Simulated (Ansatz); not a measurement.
Input and command of a plane-wave DFT calculation in Ansatz:

```yaml
crystal:
  lattice:
    - [3.8632107324, 0.0, 0.0]
    - [-1.9316053662, 3.3456386344, 0.0]
    - [0.0, 0.0, 5.9722357835]
  atoms:
    - { symbol: Sn, position: [0.0, 0.0, 0.0] }
    - { symbol: Se, position: [0.3333333333, 0.6666666667, 0.25] }
    - { symbol: Se, position: [0.6666666667, 0.3333333333, 0.75] }
basis:
  ecutwfc: 420
kpoints:
  mp_grid: { grid: [6, 6, 4] }
hamiltonian:
  xc: pbesol
scf:
  occupations: { method: gaussian, width: 0.05 }
output:
  forces: true
  stress: true
  eigenvalues: true
```

```bash
ansatz run input.yaml --threads 1 --pin off --max-ram 2560MiB --backend cpu --events-out ev --progress --plain --runs-dir out
```

Processor: Arm Neoverse N1, 1 thread, on a host shared with other jobs.

How long does it run, and how much memory does it take?

About 5.2 s on 1 thread of Arm Neoverse N1, with other jobs on the host, peak memory 0.35 GiB. It solves 28 bands at 24 k points (the mesh reduced by the symmetry that the task leaves, which can be less than the crystal's) with about 1495 plane waves, in 6 SCF iterations.
